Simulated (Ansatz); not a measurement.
GaAs:
```xyz
4
Lattice="3.9480 0.0000 0.0000 -1.9740 3.4191 0.0000 0.0000 0.0000 6.5103" Properties=species:S:1:pos:R:3 pbc="T T T"
Ga     0.0000     2.2794     0.0004
Ga     1.9740     1.1397     3.2556
As     0.0000     2.2794     2.4345
As     1.9740     1.1397     5.6896
```

Relaxed with LDA. Special points in fractions of this cell's reciprocal vectors: Γ (0.000, 0.000, 0.000); M (0.500, 0.000, 0.000); K (0.333, 0.333, 0.000); A (0.000, 0.000, 0.500); L (0.500, 0.000, 0.500); H (0.333, 0.333, 0.500).

Task: List the band energies nearest the valence-band maximum at these points for LDA (plane waves, PAW; program Ansatz).

Result: In eV from the valence-band maximum; about four levels below and three above (degenerate sets whole), none deeper than 8.9 eV; points with the same levels are listed once.

```json
[
 {"k": "Γ", "below": "-1.31 -1.31 -0.20 0.00 0.00", "above": "0.50 0.64 3.43 3.43"},
 {"k": "M", "below": "-4.32 -2.85 -2.57 -1.28", "above": "1.18 2.27 3.70"},
 {"k": "K", "below": "-4.77 -3.23 -3.23 -2.97", "above": "2.02 4.80 4.80"},
 {"k": "A", "below": "-0.75 -0.75 -0.75 -0.75", "above": "1.40 1.40 4.27 4.27 4.27 4.27"},
 {"k": "L", "below": "-2.32 -2.32 -2.20 -2.20", "above": "1.17 1.17 2.82 2.82"},
 {"k": "H", "below": "-4.06 -4.06 -1.84 -1.84", "above": "1.99 1.99 4.62 4.62"}
]
```

Space group P6_3mc (wurtzite). The first step of the workflow began from a Materials Project structure, measured or hypothetical; the Crystallography Open Database copy checked does not list it. It is not the phase usual at ambient conditions (space group No. 216). The LDA relaxation kept the symmetry of its start; its stability against distortions is not shown here. Spin–orbit coupling is left out wherever it is not named.

Potentials: the earlier of the program's two PAW sets. The files were generated under PBE; for other functionals the program regenerates the frozen cores, and for LDA and PBEsol the local potential too.
